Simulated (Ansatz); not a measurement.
In2Ge2O7 in space group C2/m (No. 12; Pearson symbol mS22), PBEsol in the plane-wave PAW code Ansatz, all energies at zero smearing, with the estimated change up to a 700 eV cutoff added, with one set of potentials and settings (totals compare only within such a set). Cell of 11 atoms (2 In, 2 Ge, 7 O): -23484.347 eV.

| element | reference phase | E (eV/atom) |
|---|---|---|
| In | I4/mmm, 1 atoms in the cell | -5525.4106 |
| Ge | Fd-3m, 2 atoms in the cell | -4253.4978 |
| O | C2/m, 4 atoms in the cell, spin-polarised | -558.3554 |

Formation energy per atom, worked out: (-23484.347 − 2×(-5525.4106) − 2×(-4253.4978) − 7×(-558.3554))/11 = -1.640 eV/atom (-158 kJ per mol of atoms), at 0 K, without zero-point energy or fitted corrections.

The first step of the workflow began from a Materials Project structure, measured or hypothetical; the Crystallography Open Database files this formula in space group No. 12, but the cells were not matched. Its standing as an ambient phase is unchecked. Symmetry was held in the PBEsol relaxation. At this level the phase is dynamically unstable (imaginary phonons). The references are the lowest solids computed at this level, not always the standard phases (solids in place of the gases).

Potentials: the later of the program's two PAW sets.
